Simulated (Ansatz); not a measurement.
BP:
```
BP
1.0
    0.00000     2.26819     2.26819
    2.26819     0.00000     2.26819
    2.26819     2.26819     0.00000
B P
1 1
Cartesian
  1.13409   1.13409   1.13409
  2.26819   2.26819   2.26819
```

x, y and z are the axes in which the lattice vectors are written.

### Question
Give the proper piezoelectric stress tensor with relaxed ions from r²SCAN in the plane-wave PAW code Ansatz.

### Answer
In C/m², rows x, y, z, Voigt columns; mesh uncertainty up to 0.01.
```
 0.00   0.00   0.00  -0.13   0.00   0.00
 0.00   0.00   0.00   0.00  -0.13   0.00
 0.00   0.00   0.00   0.00   0.00  -0.13
```

The elastic tensor of the same run (GPa):

```
 361  73.6  73.6   0.0   0.0   0.0
73.6   361  73.6   0.0   0.0   0.0
73.6  73.6   361   0.0   0.0   0.0
 0.0   0.0   0.0   197   0.0   0.0
 0.0   0.0   0.0   0.0   197   0.0
 0.0   0.0   0.0   0.0   0.0   197
```

### Question
Convert to strain constants d = e·S.

### Answer
In pC/N:
```
 0.0   0.0   0.0  -0.7   0.0   0.0
 0.0   0.0   0.0   0.0  -0.7   0.0
 0.0   0.0   0.0   0.0   0.0  -0.7
```

Space group F-43m (zinc blende). The r²SCAN relaxation kept the symmetry of its start; phonons on a q-mesh show no instability. The volume moved by 17 % from the start of the relaxation.

Potentials: the later of the program's two PAW sets.
